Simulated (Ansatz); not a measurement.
Ti₂ZnN:
```
CELL_PARAMETERS angstrom
      1.49560    -8.11508     0.00000
      1.49560     8.11508     0.00000
      0.00000     0.00000     4.14561
ATOMIC_POSITIONS crystal
  Ti 0.78880 0.21120 0.25000
  Ti 0.21120 0.78880 0.75000
  Ti 0.61203 0.38797 0.25000
  Ti 0.38797 0.61203 0.75000
  Zn 0.95971 0.04029 0.25000
  Zn 0.04029 0.95971 0.75000
  N  0.19970 0.80030 0.25000
  N  0.80030 0.19970 0.75000
```

Relaxed with r²SCAN. Special points in fractions of this cell's reciprocal vectors: Γ (0.000, 0.000, 0.000); Y (-0.500, 0.500, 0.000); C0 (-0.258, 0.742, 0.000); Σ0 (0.258, 0.258, 0.000); Z (0.000, 0.000, 0.500); A0 (0.258, 0.258, 0.500); E0 (-0.258, 0.742, 0.500); T (-0.500, 0.500, 0.500); S (0.000, 0.500, 0.000); R (0.000, 0.500, 0.500).

Question: List the band energies nearest the Fermi level at these points for r²SCAN (plane waves, PAW; program Ansatz).

Answer: In eV from the Fermi level; about four levels below and three above (degenerate sets whole), none deeper than 8.9 eV; points with the same levels are listed once.

```tsv
k	below	above
Γ	-2.09 -1.98 -1.07 -0.09	0.19 0.23 1.36
Y	-2.10 -1.74 -1.05 -0.10	0.23 0.23 0.99
C0	-2.04 -1.68 -1.27 -0.08	0.13 0.92 1.62
Z	-1.73 -1.73 -1.14 -1.14	0.51 0.51 0.96 0.96
A0	-1.35 -1.35 -0.90 -0.90	0.92 0.92 2.25 2.25
T	-2.10 -2.10 -1.01 -1.01	0.56 0.56 0.94 0.94
S	-2.08 -1.70 -1.29 -0.06	0.25 0.80 1.64
R	-1.36 -1.36 -0.90 -0.90	0.91 0.91 2.22 2.22
```

Space group Cmcm. The workflow started from a Materials Project entry (that database holds measured and hypothetical structures alike); the Crystallography Open Database copy checked does not list it. Its standing as an ambient phase is unchecked. The cell was relaxed with r²SCAN under the symmetry of its start; whether a distortion lowers the energy is not shown. No spin polarisation was allowed.

Potentials: the later of the program's two PAW sets.
